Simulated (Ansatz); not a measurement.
Values for one crystal, relaxed and computed with PBEsol (plane waves, PAW; program Ansatz); other levels are named.

```yaml
volume_per_atom: 9.44 Å³
band_gap: 4.01 eV (smallest direct gap 4.02 eV)
valence_band_maximum: on the Γ–S0 line, 12 % of the way from Γ (k = -0.042, 0.000, 0.042 in fractions of the reciprocal vectors)
electron_effective_mass: 0.34, 0.34, 0.57 mₑ (principal values)
Formation energy from the elements (no fitted shifts): -2.68 eV/atom
conduction_band_minimum: at Γ
```

### Question
Which of these materials gives this?
(A) SiO2, rutile
(B) CrCuO2, C2/m (Cu on 2a, Cr on 2d, O on 4i)
(C) MgTe, zinc blende
(D) MgO, R-3m (Pearson symbol hR16)

### Answer
D, MgO, R-3m (Pearson symbol hR16)

The workflow started from a Materials Project entry (that database holds measured and hypothetical structures alike); the Crystallography Open Database copy checked does not list it. It is not the phase usual at ambient conditions (space group No. 225). Symmetry was held in the PBEsol relaxation; its stability against distortions is not shown here. The references are the lowest solids computed at this level, not always the standard phases (solids in place of the gases).

Potentials: the later of the program's two PAW sets.
